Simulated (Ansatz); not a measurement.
Data:

Starting cell, P (space group Cmce):

```
P
1.0
    1.65492    -5.64616     0.00000
    1.65492     5.64616     0.00000
    0.00000     0.00000     9.12693
P
8
Cartesian
  1.65492   1.06114   4.16874
  1.65492   1.06114   8.73221
  1.65492  -1.06114   0.39472
  1.65492  -1.06114   4.95819
  1.65492   4.58502   1.88701
  1.65492   4.58502   6.45048
  1.65492  -4.58502   2.67645
  1.65492  -4.58502   7.23992
```

A phonon eigenvector at Z = (0.0, 0.0, 0.5) is frozen into this cell: atom i moves by Q times the vector below, so Q is the largest atomic displacement, in Å. The cell is held. It is one choice among 2 degenerate patterns. (q is in reciprocal vectors of the primitive cell; the cell shown is doubled to hold the pattern.)

| atom | x | y | z |
|---|---|---|---|
| P1 | 0.000 | -0.003 | -0.720 |
| P2 | 0.000 | 0.003 | 0.720 |
| P3 | 0.000 | -0.049 | 0.896 |
| P4 | 0.000 | 0.049 | -0.896 |
| P5 | 0.000 | -0.260 | -0.966 |
| P6 | 0.000 | 0.260 | 0.966 |
| P7 | 0.000 | 0.255 | 0.804 |
| P8 | 0.000 | -0.255 | -0.804 |

The numbers are results of PBE (plane waves to 420 eV, PAW, scalar-relativistic; Ansatz, a program for electronic structure), not measurements. k mesh 10×10×4 (Γ-centred), Fermi-Dirac smearing 0.05 eV. Energies are smeared free energies. P was relaxed with its symmetry unable to fall. The relaxed volume of P is well above the measured one; the method has no dispersion term. The zero of ΔE is the undisplaced structure.

The scan covers Q from -0.180 to 0.180 Å in 13 points.

Q: Which space group does the distorted structure have?

A: Cm (No. 8), lowered from Cmce.

Q: Is this a single well or a double well?

A: A single well with its minimum at or next to zero displacement.

Q: What is the energy change at Q = 0.180 Å?

A: 2198 meV/cell.

Q: What harmonic wavenumber does the curvature at Q = 0 give?

A: 448 cm⁻¹.

(A displaced cell: forces are minus the slopes of the energy, force constants its curvatures, and phonons follow from these.)
